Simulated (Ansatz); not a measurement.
Y2N:
```yaml
crystal:
  lattice:
    - [3.51528, 0.00000, 0.00000]
    - [-1.75764, 3.04432, 0.00000]
    - [0.00000, 0.00000, 5.96224]
  atoms:
    - { symbol: N, position: [0.00000, 0.00000, 0.00000] }
    - { symbol: Y, position: [0.33333, 0.66667, 0.22282] }
    - { symbol: Y, position: [0.66667, 0.33333, 0.77718] }
```

Relaxed with r²SCAN. Special points in fractions of this cell's reciprocal vectors: Γ (0.000, 0.000, 0.000); M (0.500, 0.000, 0.000); K (0.333, 0.333, 0.000); A (0.000, 0.000, 0.500); L (0.500, 0.000, 0.500); H (0.333, 0.333, 0.500).

**Question.** List the band energies nearest the Fermi level at these points for DFT-r²SCAN in the program Ansatz with PAW potentials.

**Answer.** In eV from the Fermi level; about four levels below and three above (degenerate sets whole), none deeper than 8.9 eV; points with the same levels are listed once.

```
k                    below                above
-  -----------------------  -------------------
Γ  -4.85 -3.46 -3.46 -2.88  1.97 2.22 2.39 2.39
M  -3.46 -3.41 -0.97 -0.17       0.37 3.46 4.16
K  -3.34 -0.26 -0.02 -0.02       3.32 3.32 4.02
A  -5.19 -3.49 -3.49 -1.53       0.13 2.06 2.06
L  -3.50 -3.36 -0.46 -0.02       0.17 2.28 3.92
H        -4.06 -4.06 -3.39       0.47 0.47 0.47
```

Space group P-3m1 (anti-CdI2 type). The cell is a constructed one: a structure type filled with these elements; neither database checked (COD, Materials Project) lists it. Its standing as an ambient phase is unchecked. Symmetry was held in the r²SCAN relaxation; its stability against distortions is not shown here. The run is not spin-polarised. With an odd number of electrons in the cell and no spin polarisation, the count alone makes it a metal. Scalar-relativistic: spin–orbit coupling is off unless named, which matters more the heavier the elements.

Potentials: the later of the program's two PAW sets.
